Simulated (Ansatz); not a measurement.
Input and command of a plane-wave DFT calculation in Ansatz:

```yaml
crystal:
  lattice:
    - [1.2181870594, 0.7033206267, 6.9604096229]
    - [-1.2181870594, 0.7033206267, 6.9604096229]
    - [0.0, -1.4066412533, 6.9604096229]
  atoms:
    - { symbol: H, position: [0.0, 0.0, 0.0] }
    - { symbol: H, position: [0.2571120057, 0.2571120057, 0.2571120057] }
    - { symbol: H, position: [0.7428879943, 0.7428879943, 0.7428879943] }
    - { symbol: C, position: [0.3869096043, 0.3869096043, 0.3869096043] }
    - { symbol: C, position: [0.6130903957, 0.6130903957, 0.6130903957] }
basis:
  ecutwfc: 420
kpoints:
  mp_grid: { grid: [12, 12, 12] }
hamiltonian:
  xc: pbe
scf:
  occupations: { method: gaussian, width: 0.1 }
  lower_state_search: "off"
output:
  forces: true
  stress: true
  eigenvalues: true
relax:
  adjacent_minimum: "off"
  f_tol: 0.04
  max_steps: 70
  cell: { stress_tol: 0.4 }
```

```bash
ansatz run input.yaml --threads 1 --pin off --max-ram 2560MiB --backend cpu --events-out ev --progress --plain --runs-dir out
```

Processor: Intel(R) Xeon(R) 6975P-C (Granite Rapids), 1 thread, on a host shared with other jobs.

How long does it run, and how much memory does it take?

About 7.1 s on 1 thread of Intel(R) Xeon(R) 6975P-C (Granite Rapids), with other jobs on the host, peak memory 0.42 GiB. It solves 11 bands at 189 k points (the mesh reduced by the symmetry that the task leaves, which can be less than the crystal's) with about 683 plane waves (on the last cell), in 15 SCF iterations over 3 ionic steps.
